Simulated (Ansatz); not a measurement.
This run works on a generated trial structure, not on a known crystal.

Input and command of a plane-wave DFT calculation in Ansatz:

```yaml
crystal:
  lattice:
    - [5.68663714, -3.28318185, 0.0]
    - [5.68663714, 3.28318185, 0.0]
    - [0.0, 0.0, 6.96768298]
  atoms:
    - { symbol: Li, position: [0.0, 0.66666667, 0.75] }
    - { symbol: Li, position: [0.33333333, 0.0, 0.75] }
    - { symbol: Li, position: [0.0, 0.33333333, 0.25] }
    - { symbol: Li, position: [0.66666667, 0.0, 0.25] }
    - { symbol: Se, position: [0.0, 0.33333333, 0.59212829] }
    - { symbol: Se, position: [0.33333333, 0.66666667, 0.59212829] }
    - { symbol: Se, position: [0.66666667, 0.0, 0.59212829] }
    - { symbol: Se, position: [0.66666667, 0.33333333, 0.40787171] }
    - { symbol: Se, position: [0.0, 0.66666667, 0.40787171] }
    - { symbol: Se, position: [0.33333333, 0.0, 0.40787171] }
    - { symbol: Se, position: [0.66666667, 0.33333333, 0.09212829] }
    - { symbol: Se, position: [0.0, 0.66666667, 0.09212829] }
    - { symbol: Se, position: [0.33333333, 0.0, 0.09212829] }
    - { symbol: Se, position: [0.0, 0.33333333, 0.90787171] }
    - { symbol: Se, position: [0.33333333, 0.66666667, 0.90787171] }
    - { symbol: Se, position: [0.66666667, 0.0, 0.90787171] }
basis:
  ecutwfc: 420
kpoints:
  mp_grid: { grid: [3, 3, 4] }
hamiltonian:
  xc: pbe
scf:
  occupations: { method: gaussian, width: 0.1 }
  lower_state_search: "off"
output:
  forces: true
  stress: true
  eigenvalues: true
relax:
  adjacent_minimum: "off"
  f_tol: 0.04
  max_steps: 70
  cell: { stress_tol: 0.4 }
```

```bash
ansatz run input.yaml --threads 1 --pin off --max-ram 2560MiB --backend cpu --events-out ev --progress --plain --runs-dir out
```

Processor: Intel(R) Xeon(R) Processor @ 2.70GHz, 1 thread, on a host shared with other jobs.

**Question.** Estimate time, memory and problem size.

**Answer.** About 11 min, peak memory 0.91 GiB. It solves 123 bands at 12 k points (after reduction by symmetry) with about 7785 plane waves (on the last cell), in 155 SCF iterations over 24 ionic steps.
